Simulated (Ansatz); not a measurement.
CaTiO3 in space group Pnma (No. 62; Ca on 4c, Ti on 4b, O on 4c, O on 8d), PBEsol in the plane-wave PAW code Ansatz. The conduction-band minimum lies at Γ, with 1 equivalent valley. Second derivatives d²E/dk² of the lowest band at one valley (eV·Å²), along Cartesian directions:

```csv
direction,d²E/dk²
[100],11.29
[010],9.003
[001],10.27
[110],10.16
[101],9.961
[011],9.645
```

Q: Find the principal effective masses, the density-of-states mass and the conductivity mass.

A: Off-diagonal terms follow from H_xy = H[110] − (H_xx + H_yy)/2, and m*/mₑ = 7.620 eV·Å² over each eigenvalue: 0.65, 0.78, 0.85. One valley's DOS mass (m₁m₂m₃)^(1/3) = 0.75, conductivity mass 3/(Σ 1/mᵢ) = 0.75 mₑ.

Q: What effective density of states Nc follows at 300 K for parabolic valleys?

A: Nc = 2.509e19 × 1 × (0.75)^(3/2) ≈ 1.6e19 cm⁻³.

The workflow started from a Materials Project entry (that database holds measured and hypothetical structures alike); the Crystallography Open Database files this formula in space group No. 62, but the cells were not matched. Whether it is the stable phase at ambient conditions was not checked. Symmetry was held in the PBEsol relaxation; phonons on a q-mesh show no instability. No spin polarisation was allowed.

Potentials: the earlier of the program's two PAW sets.

Edges and masses are those of Kohn–Sham bands, whose gap is no quasiparticle gap.
